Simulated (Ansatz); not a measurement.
An Ansatz (an electronic-structure program) run. Input:

Ansatz 0.2 input:
```yaml
crystal:
  lattice:
    - [0.0, 2.8332451068, 2.8332451068]
    - [2.8332451068, 0.0, 2.8332451068]
    - [2.8332451068, 2.8332451068, 0.0]
  atoms:
    - { symbol: As, position: [0.75, 0.75, 0.75] }
    - { symbol: Ga, position: [0.0, 0.0, 0.0] }
kpoints:
  mp_grid: { grid: [9, 9, 9] }
hamiltonian:
  xc: r2scan
  pseudopotentials: { kind: paw }
scf:
  occupations: { method: fixed }
checkpoint: { read: static.run }
output: { write_density: true, elf: true, volumetric_format: npy }
```

Output (shortened):

```
Pseudopotential: As, paw, valence charge 15
Pseudopotential: Ga, paw, valence charge 13
Functional definition: r2SCAN
Crystal: 2 atoms, lattice volume = 45.486 Å³
Basis set: ecut = 500 eV, 1139 PW (Γ), exchange–correlation on 120×120×120 points (64 copies of the dense FFT grid, shifted against one another)
Bands: 18, of which v1, the nominal top of the filled ones, is band 14 counted from 1 (13 counted from 0)
Symmetry: 24 space group operations
Space group: F-43m (ITA 216), of the structure as read, at distance tolerance 3.6e-5 Å
k-points: 35 of 729 (time reversal used)
Stability of the state it starts from, as read at its close in the unpolarized treatment …
iter 1 solved again at ethr=1.83e-7 eV; its pass at ethr=3.10e-3 eV (dr2=5.11e-5 eV) is discarded
SCF iter   1: F=—  HF=-8655.756411 eV  |F-HF|=—  |Δ(HF+E_count)|=         —  Δρ=9.89e-7  dr2=2.02e-10  dr2_τ=6.23e-12  ethr=1.83e-7  ⟨swp⟩=2.0  Hψ=4101  notcnv=0  defer=64
preconditioner: auto → none
SCF iter   2: F=-8655.756411 eV  HF=-8655.756411 eV  |F-HF|=6.08e-10  |Δ(HF+E_count)|=   4.08e-8  Δρ=1.12e-6  dr2=2.93e-10  dr2_τ=6.07e-12  ethr=1.00e-12  ⟨swp⟩=6.7  Hψ=2612  notcnv=0
SCF 1 converged in 2 iterations: F = -8655.756411 eV  dr2 = 2.93e-10
SCF converged after 2 iterations
Free energy (F): -8655.756411 eV
Harris-Foulkes:  -8655.756411 eV  (|F-HF|=6.08e-10)
Internal energy: -8655.756411 eV  (E = F + TS)
E sigma→0 (E₀):  -8655.756411 eV
Fermi energy:    7.844955 eV
--- Per-component energies (eV) ---
  E_band       = -333.332334
  E_kinetic    = 218.419952
  E_local      = -3929.053256  (includes V_loc(G=0)·N_el)
  E_nonlocal   = -242.901204
  E_hartree    = 1981.079917
  E_xc         = -136.544185
  E_vxc        = -143.826397  (∫ρ·V_xc dr)
  E_paw        = -3852.010806  (= ΣΔE_a)
  E_vpaw       = -205.643392  (= ΣTr[D̂ρ^β])
  E_aug_tail   = -0.000044  (compensation charges beyond the density's cutoff)
  E_vtau       = 7.513195  (kinetic-family band-sum trace: ∫τ·v_τ [+ j·A + Jᵃ·Aᵃ] dr)
  E_ewald      = -2692.636308
  E_core_change = -2.110478  (= ΣΔE_core)
  E_smearing   =  0.000000  (= −TS)
  E_closure    =  0.000000  (closes the sum)
  Σ components = -8655.756411   (vs F -8655.756411, Δ=0.00e0)
  [band-id]    e_kinetic+e_local+e_nonlocal+2·e_hartree+e_vxc+e_vpaw+e_augmentation_tail+e_vtau = -333.331312   (vs E_band -333.332334, Δ=1.02e-3)
--- Band table (eV; the first three rows and the last of 35) ---
  k-point 0: bands = ["-27.9367", "-27.9367", "-27.9367", "-27.9244", "-27.9244", "-7.3736", "-7.3736", "-7.3736", "-7.2862", "-7.2862", "-5.3133", "7.8450", "7.8450", "7.8450", "8.8062", "11.8931", "11.8931", "11.8931"]
  k-point 1: bands = ["-27.9367", "-27.9366", "-27.9366", "-27.9244", "-27.9244", "-7.3857", "-7.3706", "-7.3706", "-7.2864", "-7.2864", "-5.1621", "6.1963", "7.6501", "7.6501", "9.7426", "12.1855", "12.1855", "12.2720"]
  k-point 2: bands = ["-27.9366", "-27.9363", "-27.9363", "-27.9243", "-27.9243", "-7.4135", "-7.3635", "-7.3635", "-7.2862", "-7.2862", "-4.7337", "4.1504", "7.2508", "7.2508", "9.7356", "12.7022", "12.7022", "13.8054"]
  k-point 34: bands = ["-27.9365", "-27.9358", "-27.9348", "-27.9246", "-27.9237", "-7.4800", "-7.3397", "-7.3275", "-7.2975", "-7.2819", "-2.7418", "1.1558", "4.1232", "4.7620", "12.4190", "12.7300", "13.5766", "15.3495"]
```

Cost: very roughly 4 core-seconds on shared cores.

Symmetry was held in the r²SCAN relaxation. Spin–orbit coupling is left out wherever it is not named.

Potentials: the later of the program's two PAW sets.

Ansatz is a plane-wave DFT program.
